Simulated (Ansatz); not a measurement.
Y$_{2}$MgSi$_{2}$:
Space group P4/mbm (No. 127); a = b = 7.185 Å, c = 4.216 Å, α = β = γ = 90.00°

```json
[
 {"atom": "Y", "site": "4h", "symmetry": "m.2m", "x": "0.1788", "y": "0.3212", "z": "0.5000"},
 {"atom": "Mg", "site": "2a", "symmetry": "4/m..", "x": "0.0000", "y": "0.0000", "z": "0.0000"},
 {"atom": "Si", "site": "4g", "symmetry": "m.2m", "x": "0.3827", "y": "0.1173", "z": "0.0000"}
]
```

Relaxed with r²SCAN.

Problem. Which orbitals make up the states near the Fermi level in r²SCAN (plane waves, PAW; program Ansatz)?

Solution. Within 0.5 eV of the Fermi level: Y 4d 63 %, Si 3p 25 %, outside the projected shells 7 %. Projections are on Löwdin-orthogonalised atomic valence shells; empty p or d shells of many metals are not among them.

Problem. Tabulate the density of states.

Solution. States/eV per cell of 10 atoms, in 0.25 eV bins, energy from the Fermi level.

```tsv
E (eV)	total	Y 4d	Si 3p	Si 3s
-7.85	0.00	0.00	0.00	0.00
-7.60	0.00	0.00	0.00	0.00
-7.35	0.08	0.00	0.02	0.03
-7.10	2.02	0.19	0.37	0.93
-6.85	8.06	1.32	1.28	4.23
-6.60	5.84	1.37	0.84	3.13
-6.35	0.01	0.00	0.00	0.00
-6.10	0.00	0.00	0.00	0.00
-5.85	0.00	0.00	0.00	0.00
-5.60	0.00	0.00	0.00	0.00
-5.35	0.00	0.00	0.00	0.00
-5.10	0.00	0.00	0.00	0.00
-4.85	1.05	0.19	0.58	0.02
-4.60	2.46	0.43	1.35	0.08
-4.35	3.50	0.57	1.93	0.14
-4.10	4.09	0.77	2.11	0.21
-3.85	5.38	1.08	2.98	0.23
-3.60	3.25	0.63	1.87	0.14
-3.35	3.58	0.67	2.11	0.17
-3.10	4.30	0.88	2.59	0.20
-2.85	5.21	1.11	3.33	0.18
-2.60	5.82	1.51	3.59	0.18
-2.35	6.69	1.90	4.07	0.17
-2.10	7.43	2.10	4.50	0.15
-1.85	7.75	2.24	4.78	0.11
-1.60	5.78	1.84	3.39	0.05
-1.35	4.64	1.73	2.34	0.05
-1.10	6.13	3.48	1.61	0.06
-0.85	6.63	3.93	1.63	0.06
-0.60	6.10	3.43	1.77	0.05
-0.35	3.76	2.07	1.19	0.03
-0.10	2.69	1.71	0.66	0.01
0.15	2.73	1.94	0.49	0.02
0.40	2.22	1.60	0.40	0.02
0.65	2.59	1.85	0.42	0.03
0.90	3.29	2.19	0.62	0.04
1.15	5.89	4.06	0.86	0.06
1.40	8.70	6.49	0.70	0.08
1.65	5.55	4.22	0.52	0.06
1.90	10.40	8.08	0.61	0.14
2.15	5.42	3.41	0.66	0.32
2.40	4.26	2.32	0.51	0.40
2.65	6.30	3.53	0.78	0.49
2.90	6.49	3.67	0.89	0.39
3.15	5.86	3.43	0.75	0.35
3.40	6.87	3.91	0.92	0.46
3.65	7.59	4.28	1.04	0.44
3.90	8.97	5.51	0.93	0.44
4.15	9.58	5.72	1.20	0.60
4.40	8.98	5.29	1.13	0.57
4.65	12.59	7.72	1.34	0.68
```

The workflow started from a Materials Project entry (that database holds measured and hypothetical structures alike); the Crystallography Open Database copy checked does not list it. Whether it is the stable phase at ambient conditions was not checked. The cell was relaxed with r²SCAN under the symmetry of its start; whether a distortion lowers the energy is not shown. No spin polarisation was allowed. Scalar-relativistic: spin–orbit coupling is off unless named, which matters more the heavier the elements.

Potentials: the later of the program's two PAW sets.
